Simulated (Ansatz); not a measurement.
# What a change of settings does to a run on InF

The structure comes from a relaxation in the same program, started in the wurtzite type, and has space group P6_3mc. Whether it is a known phase or the ground state wasn't checked.

First run: DFT, PBE, PAW with Ansatz's default frozen-core files, scalar-relativistic (Ansatz 0.2.0).

Command: `ansatz run input.yaml --threads 1 --pin off --max-ram 3072MiB --backend cpu --events-out ev --progress --plain --runs-dir out` The run took about 37 s on 1 thread of a shared machine.

```yaml
crystal:
  lattice:
    - [3.6442862491, 0.0, 0.0]
    - [-1.8221431245, 3.1560444704, 0.0]
    - [0.0, 0.0, 8.9050906643]
  atoms:
    - { symbol: In, position: [0.3333333333, 0.6666666667, 0.0088071711] }
    - { symbol: In, position: [0.6666666667, 0.3333333333, 0.5088071711] }
    - { symbol: F, position: [0.3333333333, 0.6666666667, 0.3671928289] }
    - { symbol: F, position: [0.6666666667, 0.3333333333, 0.8671928289] }
kpoints:
  mp_grid: { grid: [14, 14, 8] }
  band_path:
    path:
      - [0.0, 0.0, 0.0]
      - [0.5, 0.0, 0.0]
      - [0.3333333333, 0.3333333333, 0.0]
      - [0.0, 0.0, 0.0]
      - [0.0, 0.0, 0.5]
      - [0.5, 0.0, 0.5]
      - [0.3333333333, 0.3333333333, 0.5]
      - [0.0, 0.0, 0.5]
      - [0.5, 0.0, 0.5]
    npoints: 14
scf:
  occupations: { method: fermi_dirac, width: 0.05 }
hamiltonian:
  xc: pbe
  pseudopotentials: { kind: paw }
output:
  forces: true
  stress: true
  eigenvalues: true
  efg: { contact_densities: true }
  populations: true
  bader: true
  dos: { projected: true, de: 0.2, e_range: [-14, 8] }
  write_density: true
  write_potential: true
  elf: true
  volumetric_format: npy
```

Result: converged; pressure 0.01 GPa; gap on the k mesh 1.62 eV; 7 SCF iterations.

Spin–orbit coupling is left out, though it moves levels of the heavy atoms by tenths of an eV or more.

The input is then changed:

```diff
@@ -5,8 +5,8 @@
     - [0.0, 0.0, 8.9050906643]
   atoms:
-    - { symbol: In, position: [0.3333333333, 0.6666666667, 0.0088071711] }
-    - { symbol: In, position: [0.6666666667, 0.3333333333, 0.5088071711] }
-    - { symbol: F, position: [0.3333333333, 0.6666666667, 0.3671928289] }
-    - { symbol: F, position: [0.6666666667, 0.3333333333, 0.8671928289] }
+    - { symbol: In, position: [0.3333333333, 0.6666666667, 0.0088071711], spin: 0.2 }
+    - { symbol: In, position: [0.6666666667, 0.3333333333, 0.5088071711], spin: 0.2 }
+    - { symbol: F, position: [0.3333333333, 0.6666666667, 0.3671928289], spin: 0.2 }
+    - { symbol: F, position: [0.6666666667, 0.3333333333, 0.8671928289], spin: 0.2 }
 kpoints:
   mp_grid: { grid: [14, 14, 8] }
@@ -25,4 +25,5 @@
 scf:
   occupations: { method: fermi_dirac, width: 0.05 }
+  initial_density: { chi_scale: 0.3 }
 hamiltonian:
   xc: pbe
@@ -34,9 +35,9 @@
   efg: { contact_densities: true }
   populations: true
-  bader: true
-  dos: { projected: true, de: 0.2, e_range: [-14, 8] }
   write_density: true
   write_potential: true
   elf: true
   volumetric_format: npy
+magnetization:
+  spin_polarized: true
```

(1) What does the second run give?

## Answers

(1) It converged; pressure 0.01 GPa; moment 0.00 μB; 14 SCF iterations.
